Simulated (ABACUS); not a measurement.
**Parameter sweep on ZnCu2SnSe4 (I-4, 8 atoms in the cell; from Materials Project mp-1078918)**

```xyz
8
Lattice="-2.8856 2.8856 5.7398 2.8856 -2.8856 5.7398 2.8856 2.8856 -5.7398" Properties=species:S:1:pos:R:3 pbc="T T T"
Zn     0.0000     2.8856     2.8699
Cu     2.8856     0.0000     2.8699
Cu     0.0000     0.0000     0.0000
Sn     0.0000     0.0000     5.7398
Se     1.5381     1.4990     4.2477
Se     4.3846     1.3475     1.4921
Se     1.3475     1.3867    -1.4921
Se    -1.4990     1.5381     7.2320
```

Base run A: PBE, numerical atomic orbitals TZDP (confined pseudo-atomic orbitals with Gaussian additions; energy shift 0.01 Ry), PseudoDojo 0.5 standard norm-conserving PBE (tails mended) pseudopotentials run with ABACUS 3.10.1, self-consistent single point.

Its settings: basis = TZDP numerical atomic orbitals, energy shift 0.01 Ry; KPT = Gamma 5 5 5 0 0 0; basis_type = lcao; dft_functional = PBE; ecutwfc = 100 Ry; smearing_method = fd; smearing_sigma = 0.00734986 Ry; potentials = PseudoDojo 0.5 standard norm-conserving PBE (tails mended); symmetry = 1; symmetry_prec = 1e-05; ks_solver = genelpa; scf_nmax = 100; scf_thr = 1.0e-07; mixing_type = broyden.

The atom-centred basis is finite, which shifts total energies, pressures and forces against plane waves. The structure comes from a collection of computed structures, made at another level of theory; the collection holds predicted forms beside known ones. No clean gap shows at this smearing width and mesh (spacing up to 0.31 Å⁻¹); the mesh is coarse for partly filled bands, so the values carry mesh errors. Semi-local functionals can close small gaps.

ΔF is the free energy per atom less that of run A. 

```json
[
 {"run": "A", "change": "base", "ΔF (meV/atom)": "0.00", "pressure (GPa)": "0.41"},
 {"run": "B", "change": "volume scaled by 0.94", "ΔF (meV/atom)": "21.6", "pressure (GPa)": "4.65"},
 {"run": "C", "change": "volume scaled by 0.96", "ΔF (meV/atom)": "10.1", "pressure (GPa)": "3.07"},
 {"run": "D", "change": "volume scaled by 0.98", "ΔF (meV/atom)": "3.0", "pressure (GPa)": "1.66"},
 {"run": "E", "change": "volume scaled by 0.99", "ΔF (meV/atom)": "1.03", "pressure (GPa)": "1.02"},
 {"run": "F", "change": "volume scaled by 1.01", "ΔF (meV/atom)": "-0.15", "pressure (GPa)": "-0.17"},
 {"run": "G", "change": "volume scaled by 1.02", "ΔF (meV/atom)": "0.48", "pressure (GPa)": "-0.72"},
 {"run": "H", "change": "volume scaled by 1.04", "ΔF (meV/atom)": "4.2", "pressure (GPa)": "-1.72"},
 {"run": "I", "change": "volume scaled by 1.06", "ΔF (meV/atom)": "10.7", "pressure (GPa)": "-2.62"}
]
```

Run G against A: The free energy hardly moves (within 1 meV/atom) and the pressure goes from 0.41 to -0.72 GPa.

Run C against A: The free energy goes up by 10.1 meV/atom, the pressure goes from 0.41 to 3.07 GPa and the largest force goes from 0.113 to 0.185 eV/Å.

Run D against A: The free energy rises by 3.0 meV/atom, the pressure goes from 0.41 to 1.66 GPa and the largest force goes from 0.113 to 0.147 eV/Å.

Small differences between rows can be mesh errors.

The atomic orbitals were generated for these runs; they are not ABACUS's published sets and were checked against plane waves on a few crystals only.

“Tails mended”: in these copies of the files the far tail of each local potential was reset to the Coulomb form.
